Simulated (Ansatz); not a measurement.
**Structure optimisation: carbon, hcp**

Theory: DFT, PBE, plane waves (420 eV) with PAW, scalar-relativistic in Ansatz 0.2.0.

k-point mesh 17×17×9, Fermi-Dirac smearing 0.1 eV, no spin polarisation. Cell and atoms relax.

Starting structure:

```yaml
crystal:
  lattice:
    - [2.1071951087, 0.0, 0.0]
    - [-1.0535975543, 1.8248844949, 0.0]
    - [0.0, 0.0, 3.4410496125]
  atoms:
    - { symbol: C, position: [0.3333333333, 0.6666666667, 0.25] }
    - { symbol: C, position: [0.6666666667, 0.3333333333, 0.75] }
hamiltonian:
  xc: pbe
  pseudopotentials:
    kind: paw
    azcp:
      C: "pseudopotentials/C.paw.azcp"
basis:
  ecutwfc: 420
  fft_grid_basis: typed
kpoints:
  mp_grid: { grid: [17, 17, 9], shift: [0, 0, 0] }
magnetization:
  spin_polarized: false
scf:
  occupations: { method: fermi_dirac, width: 0.1 }
relax:
  max_steps: 60
  f_tol: 0.01
  cell: {}
output:
  write_density: true
  write_potential: true
  elf: true
  volumetric_format: npy
```

Problem. The pressure at the start is 8.6 GPa. By how much does the volume change?

Solution. From 6.62 to 10.50 Å³ per atom, 58.6 %. The final cell has a = 1.719 Å, c = 8.198 Å (c/a = 4.768).

The cell has left the hcp structure type; it ends in P6_3/mmc.

Problem. How much energy does the relaxation gain?

Solution. 567.0 meV per atom.

Path of the relaxation (the plane waves are chosen anew near the end, which can shift the energy a little):

```tsv
step	E − E(final) (meV/atom)	V (Å³/atom)	P (GPa)	max force (eV/Å)
0	567.00	6.616	8.57	0.000
1	560.80	6.760	4.65	0.000
2	558.13	6.941	0.09	0.000
3	558.10	6.947	-0.07	0.000
4	557.86	6.951	-0.19	0.000
5	554.72	6.956	-0.44	0.000
6	528.33	6.948	-0.64	0.000
7	499.55	6.888	0.17	0.000
8	471.74	6.838	0.75	0.000
9	456.53	6.794	1.21	0.000
10	450.72	6.909	-2.30	0.000
11	429.44	6.815	-1.88	0.000
12	388.42	6.648	1.02	0.000
13	374.09	6.517	1.51	0.000
14	374.50	6.653	-1.39	0.000
15	374.02	6.605	0.02	0.000
16	374.02	6.605	-0.01	0.000
17	212.11	6.605	10.65	0.000
18	170.66	6.395	16.58	0.000
19	132.07	6.535	17.08	0.000
20	100.04	7.000	3.01	0.000
21	79.76	7.145	3.09	0.000
22	70.57	7.363	1.48	0.000
23	68.96	7.554	-0.26	0.000
24	68.94	7.556	0.06	0.000
```
